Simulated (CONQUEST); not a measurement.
Input and output of a self-consistent single point for TiO2 (P4_2/mnm, 6 atoms in the cell; from Materials Project mp-2657, changed as shown) (CONQUEST).

Method: PBE, numerical atomic orbitals double-zeta with polarisation (the shipped basis), PseudoDojo norm-conserving potentials made for PBE run with CONQUEST.

The change in words: lattice scaled by 1.03. Reference geometry (P4_2/mnm):
```
CELL_PARAMETERS angstrom
      4.65826     0.00000     0.00000
      0.00000     4.65826     0.00000
      0.00000     0.00000     2.99679
ATOMIC_POSITIONS crystal
  Ti 0.50000 0.50000 0.00000
  Ti 0.00000 0.00000 0.50000
  O  0.69568 0.69568 0.50000
  O  0.30432 0.30432 0.50000
  O  0.80432 0.19568 0.00000
  O  0.19568 0.80432 0.00000
```

Reference input (self-consistent single point, DFT, PBE, numerical atomic orbitals double-zeta with polarisation (the shipped basis), PseudoDojo norm-conserving potentials made for PBE): basis = DZP; Diag.MPMeshX, Y, Z = 5 5 7; potentials = PseudoDojo norm-conserving PBE; Grid.GridCutoff = 140 Ha; DM.SolutionMethod = diagon; Diag.SmearingType = 1; Diag.kT = 0.000735 Ha; Diag.GammaCentred = true; Diag.MPOrder = 0; minE.SCTolerance = 1.0e-07; SC.MaxIters = 100; SC.LinearMixingFactor = 0.3. This run's input differs from it in these lines:

```diff
@@ -31,5 +31,5 @@
 # file: TiO2.in
-     8.802831838      0.000000000      0.000000000
-     0.000000000      8.802831838      0.000000000
-     0.000000000      0.000000000      5.663116132
+     9.066917284      0.000000000      0.000000000
+     0.000000000      9.066917284      0.000000000
+     0.000000000      0.000000000      5.833010070
 6
```

Output (repeated stretches shortened):

```
    new_SC_potl: Starting.  Tolerance:  0.10000E-06

    PulayMixSC: Starting Pulay mixing, A_up =  0.300 A_dn =  0.300
    PulayMixSC: Spin non-polarised calculation.
          Harris-Foulkes Energy            :     -5046.663686011578648 eV
          (TS=0 as O(N) or entropic contribution is negligible)
          DFT Total Energy                 :     -5015.048450930976287 eV
          Total number of electrons        :        47.999999999998963
    PulayMixSC: Pulay iteration     1 residual:              0.10112E-01
          Harris-Foulkes Energy            :     -5038.320673805127626 eV
   [... lines left out ...]
          (TS=0 as O(N) or entropic contribution is negligible)
          DFT Total Energy                 :     -5037.874848794984246 eV
          Total number of electrons        :        48.000009161803760
    PulayMixSC: Pulay iteration    11 residual:              0.17631E-06
          Harris-Foulkes Energy            :     -5037.874848797055165 eV
          (TS=0 as O(N) or entropic contribution is negligible)
          DFT Total Energy                 :     -5037.874848795561775 eV
          Total number of electrons        :        48.000009160754701
    PulayMixSC: Pulay iteration    12 residual:              0.82516E-07
    PulayMixSC: Reached SCF tolerance of  0.82516E-07 after     12 iterations
      | Number of electrons      =        48.000009
      |* band energy as 2Tr[K.H] =     -1224.943218930449348 eV
      |  screened ion-ion energy =     -3926.124723044033544 eV
      |  Ha correction           =         6.892767606978279 eV
      |  XC correction           =       106.300280199496413 eV
      |* Harris-Foulkes energy   =     -5037.874848797055165 eV
      |* DFT total energy        =     -5037.874848795561775 eV
      |  estimated accuracy      =        -0.000000001493424 eV

    force: Forces on atoms (eV/a0)
    force:  Atom   X              Y              Z
    force:     1   0.0000000000   0.0000000000  -0.0000000000
    force:     2  -0.0000000000  -0.0000000000   0.0000000000
   [... lines left out ...]
    force:     6  -0.1910882370   0.1910882370   0.0000000000

    force: Maximum force :        0.19108824(eV/a0) on atom         3 in x direction
    force: Force Residual:        0.22064969 eV/a0
    force: Total stress:         16.75240031    16.75240031    22.42046700 GPa
    force: Average pressure:    -18.64175588 GPa

    force: Finished force
    get_E_and_F: Change in energy during last step of electronic optimisation: -0.47834E-10
```

The run converged in 12 iterations. CONQUEST prints the stress tensor with tension positive. Against the reference run the free energy goes up by 72.5 meV/atom, the pressure goes from -2.77 to -18.64 GPa and the largest force goes from 0.138 to 0.511 eV/Å.

The program uses no crystal symmetry, so grid and mesh can part values that symmetry would make equal. The atom-centred basis is finite, which shifts total energies, pressures and forces against plane waves. This run is one point of a test of settings, so its values need not be converged; read them against the reference run alone. The structure comes from a collection of computed structures, made at another level of theory; the collection holds predicted forms beside known ones. Its lattice was then scaled.

Cost on one core: very roughly 4 core-minutes.
